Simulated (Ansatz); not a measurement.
Al2Cu:
```cif
data_Al4Cu2
_chemical_formula_sum 'Al4 Cu2'
_space_group_name_H-M_alt 'P 1'
_space_group_IT_number 1
_cell_length_a 4.83047
_cell_length_b 4.83047
_cell_length_c 4.83047
_cell_angle_alpha 104.177
_cell_angle_beta 104.177
_cell_angle_gamma 120.676
loop_
_space_group_symop_operation_xyz
  'x, y, z'
loop_
_atom_site_label
_atom_site_type_symbol
_atom_site_fract_x
_atom_site_fract_y
_atom_site_fract_z
_atom_site_occupancy
Al1 Al 0.65951 0.15951 0.81902 1
Al2 Al 0.84049 0.65951 0.50000 1
Al3 Al 0.15951 0.34049 0.50000 1
Al4 Al 0.34049 0.84049 0.18098 1
Cu1 Cu 0.25000 0.25000 0.00000 1
Cu2 Cu 0.75000 0.75000 0.00000 1
```

Relaxed with LDA.

Q: Decompose the optical modes at the zone centre into irreducible representations, and say which are infrared and Raman allowed.

A: Point group 4/mmm: Γ_opt = A1g + 2A2g + A2u + B1g + B1u + B2g + 2Eg + 2Eu. Infrared: A2u, Eu. Raman: A1g, B1g, B2g, Eg.

Q: Assign frequencies (DFPT, plane-wave PAW LDA (Ansatz code)).

A: Eg 148, Eu 153, B1u 189, A2u 196, A2g 221, B1g 253, Eg 266, B2g 283, A1g 287, Eu 302, A2g 331 cm⁻¹.

Subscripts of B labels follow the axes of the standard setting.

Space group I4/mcm. The LDA relaxation kept the symmetry of its start; of distortions, only those at the zone centre were tested. No spin polarisation was allowed. As this level gives no gap, phonon frequencies hold no LO–TO term and depend on the k-mesh and smearing (Fermi–Dirac, 0.1 eV here).

Potentials: the later of the program's two PAW sets.
